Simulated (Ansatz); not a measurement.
Y, DFT, LDA, PAW with Ansatz's default frozen-core files, scalar-relativistic (Ansatz 0.2.0), run on 1 thread of Arm Neoverse V2 on a shared host.

The cell is COD entry 1534898, as deposited and not checked against the literature; nothing was relaxed. The listed cell was then made from it by scaling, straining or moving an atom.

Command: `ansatz run input.yaml --threads 1 --pin off --max-ram 3072MiB --backend cpu --events-out ev --progress --plain --runs-dir out`

```yaml
crystal:
  lattice:
    - [-0.0497, 2.46015, 2.46015]
    - [2.46015, -0.0497, 2.46015]
    - [2.46015, 2.46015, -0.0497]
  atoms:
    - { symbol: "Y", position: [0.0, 0.0, 0.0] }
kpoints:
  mp_grid: { grid: [13, 13, 13] }
scf:
  occupations: { method: fermi_dirac, width: 0.05 }
hamiltonian:
  xc: lda
  pseudopotentials: { kind: paw }
output:
  forces: true
  stress: true
  eigenvalues: true
  efg: { contact_densities: true }
```

**Question.** How large is the problem that the program sets up?

**Answer.** 231 irreducible k-points, 597 plane waves at Γ, 10 bands.

**Question.** About how long does it take, and how much memory does it use?

**Answer.** 3.9 s of wall time for 6 SCF iterations, with a peak of 0.37 GiB. Times on shared machines scatter by tens of per cent.

**Question.** And the same cell and mesh by all-electron PAW (datasets made for this crystal), asked for forces, stress, eigenvalues, efg, on the same hardware?

**Answer.** 8.5 s, peak memory 0.38 GiB.
